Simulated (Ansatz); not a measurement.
All numbers below come from DFT PBE, scalar-relativistic, plane waves, PAW in Ansatz 0.2.0. Cutoff 420 eV, Γ-centred meshes of about 0.25 Å⁻¹ or finer for metals and 0.3 Å⁻¹ for insulators (2π included), Gaussian smearing. No spin polarisation.

Temperature and zero-point effects are left out.

Two relaxed structures of Sn2PbO3:

A.

```
CELL_PARAMETERS angstrom
3.92285 0.00000 0.00000
0.00000 3.92285 0.00000
0.00000 0.00000 15.88843
ATOMIC_POSITIONS crystal
Sn 0.00000 0.50000 0.75480
Sn 0.50000 0.00000 0.92821
Sn 0.00000 0.50000 0.07179
Sn 0.50000 0.00000 0.24520
Pb 0.50000 0.00000 0.60485
Pb 0.00000 0.50000 0.39515
O 0.50000 0.50000 0.68331
O 0.00000 0.00000 0.68331
O 0.50000 0.50000 0.00000
O 0.00000 0.00000 0.00000
O 0.00000 0.00000 0.31669
O 0.50000 0.50000 0.31669
```

B.

```
CELL_PARAMETERS angstrom
3.96624 0.00000 0.00000
0.00000 11.61618 0.00000
0.00000 0.00000 5.21920
ATOMIC_POSITIONS crystal
Sn 0.00000 0.83657 0.20656
Sn 0.50000 0.66343 0.79344
Sn 0.00000 0.16343 0.20656
Sn 0.50000 0.33657 0.79344
Pb 0.00000 0.50000 0.26152
Pb 0.50000 0.00000 0.73848
O 0.50000 0.50000 0.01519
O 0.00000 0.67165 0.99938
O 0.50000 0.82835 0.00063
O 0.00000 0.00000 0.98481
O 0.00000 0.32836 0.99938
O 0.50000 0.17164 0.00063
```

Problem. Which is lower in energy, and by how much?

Solution. B is lower, by 24 meV/atom. A has space group P4/nmm (No. 129), 20.4 Å³/atom and a gap of 0.85 eV on its mesh; B has space group Pmmn (No. 59), 20.0 Å³/atom and a gap of 0.94 eV. Counting O atoms around Pb and Sn (those within 1.25 times the shortest such distance or 1.15 times the sum of covalent radii, 1.27 where that leaves under three), A and B both have Sn 4, Pb 4. Both come from trial cells of a structure search.

Weakly bound directions are ill-defined at this level, which has no dispersion term (P4/nmm, Pmmn), and this can change margins and order among such cells. Spin–orbit coupling, which can matter for Pb, is left out. Kohn–Sham gaps at this level usually fall short of measured ones. The missing spin–orbit coupling can work the other way here. With atoms moved at random, A and B came back.
